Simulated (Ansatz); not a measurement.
MgO (rock salt)

```xyz
4
Lattice="0.0000 4.2044 4.2044 2.1022 0.0000 2.1022 2.1022 2.1022 0.0000" Properties=species:S:1:pos:R:3 pbc="T T T"
O      0.0000     0.0000     0.0000
O      0.0000     2.1022     2.1022
Mg     2.1022     2.1022     2.1022
Mg     2.1022     4.2044     4.2044
```

In each cell atom 1 (O, nearest neighbour Mg at 2.102 Å; its periodic images, 3.0 Å or more away, move with it) moves by s·(0.000, 0.000, 1.000) (along Cartesian z), the rest being held.

All values below come from r2SCAN (plane waves to 500 eV, PAW, scalar-relativistic; Ansatz, an electronic-structure program). k mesh 11×11×11 (Γ-centred), Fermi-Dirac smearing 0.05 eV. E stands for the smeared free energy. Left out: 2 of 11 points, with atoms too close for the PAW data. MgO was relaxed with its symmetry unable to fall. The zero of ΔE is the undisplaced structure.

| s (Å) | ΔE (meV/cell) |
|---|---|
| -0.504 | 1832 |
| -0.378 | 838 |
| -0.252 | 318 |
| -0.126 | 72 |
| 0.000 | 0 |
| 0.126 | 72 |
| 0.252 | 318 |
| 0.378 | 838 |
| 0.504 | 1832 |

Problem. What force constant k = d²E/ds² at s = 0 does the table give?

Solution. 8.8 eV/Å². It is the second difference of the nearest points, corrected with the next pair.

Problem. With k = 8.73 eV/Å² from the forces, is the well harmonic out to s = 0.504 Å?

Solution. ½ks² = 1109 meV/cell against the computed 1832 meV/cell, so the well is stiffer than harmonic there.

(A displaced cell: forces are minus the slopes of the energy, force constants its curvatures, and phonons follow from these.)
